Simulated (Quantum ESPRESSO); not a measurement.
## In2GaAlP4 (a curve over one atom's position)

A calculation, not a measurement. The program is pw.x of Quantum ESPRESSO 7.5 (plane-wave density functional theory). The cell is made up: 8 atoms on a zincblende/diamond lattice, with randomly drawn elements, strain and displacements, not relaxed. PseudoDojo standard norm-conserving files (v0.5 for PBE, v0.4.1 for LDA and PBEsol) set the functional; there is no spin polarisation, spin-orbit coupling or dispersion term, and the masses in the input are unused placeholders.

Seven runs move atom 8 (P, counted in the order of the input) along x and keep all else fixed.

Input of the run at +0.0084:

```
&control calculation='scf', pseudo_dir='./dojo.nc.sr.pbe.v0_5.standard.upf', outdir='./o', disk_io='low', tprnfor=.true., tstress=.true. /
&system ibrav=0, nat=8, ntyp=4, nbnd=37, ecutwfc=79.96652505, nosym=.true., tot_charge=0,
 occupations='smearing', smearing='fd', degauss=0.0018374661
/
&electrons conv_thr=7.350e-09, electron_maxstep=60, /
ATOMIC_SPECIES
Al 1.0 Al.upf
Ga 1.0 Ga.upf
In 1.0 In.upf
P 1.0 P.upf
CELL_PARAMETERS angstrom
5.7229 0.0332 0.0131
0.0332 5.8965 -0.0007
0.0131 -0.0007 5.9169
ATOMIC_POSITIONS angstrom
In -0.0117 0.0429 -0.0161
In 0.006 3.0076 2.9872
Ga 2.9068 -0.0756 2.956
Al 2.7887 2.971 0.0674
P 1.4504 1.4254 1.4693
P 1.4987 4.1944 4.4975
P 4.223 1.5725 4.4359
P 4.283 4.4222 1.5373
K_POINTS automatic
4 4 4 1 1 1
```

| shift of atom 8 along x (Å) | free energy less that of the input shown (eV) | Fx on atom 8 (eV/Å) | Fy on atom 8 (eV/Å) | Fz on atom 8 (eV/Å) | pressure (GPa) | iterations |
| --- | --- | --- | --- | --- | --- | --- |
| -0.1634 | -0.0169 | 0.674 | -0.115 | -0.841 | -2.59 | 11 |
| -0.1203 | -0.0377 | 0.291 | -0.029 | -0.840 | -2.61 | 11 |
| -0.0815 | -0.0422 | -0.059 | 0.050 | -0.845 | -2.61 | 11 |
| -0.0242 | -0.0238 | -0.582 | 0.167 | -0.864 | -2.57 | 11 |
| +0.0084 | 0.0000 | -0.881 | 0.235 | -0.881 | -2.53 | 11 |
| +0.0504 | 0.0451 | -1.266 | 0.324 | -0.910 | -2.46 | 11 |
| +0.1518 | 0.2203 | -2.185 | 0.547 | -1.011 | -2.18 | 11 |

A cubic fit gives dFx/dx = -9.18 eV/Å² at zero shift. Across the table the free energy follows the integral of the force to within 0.1 meV. A rerun of one of the cells at 1377 eV and a 6 x 6 x 6 mesh moved values by no more than 0.007 eV in energy, 0.02 GPa in stress and 0.002 eV/Å in force.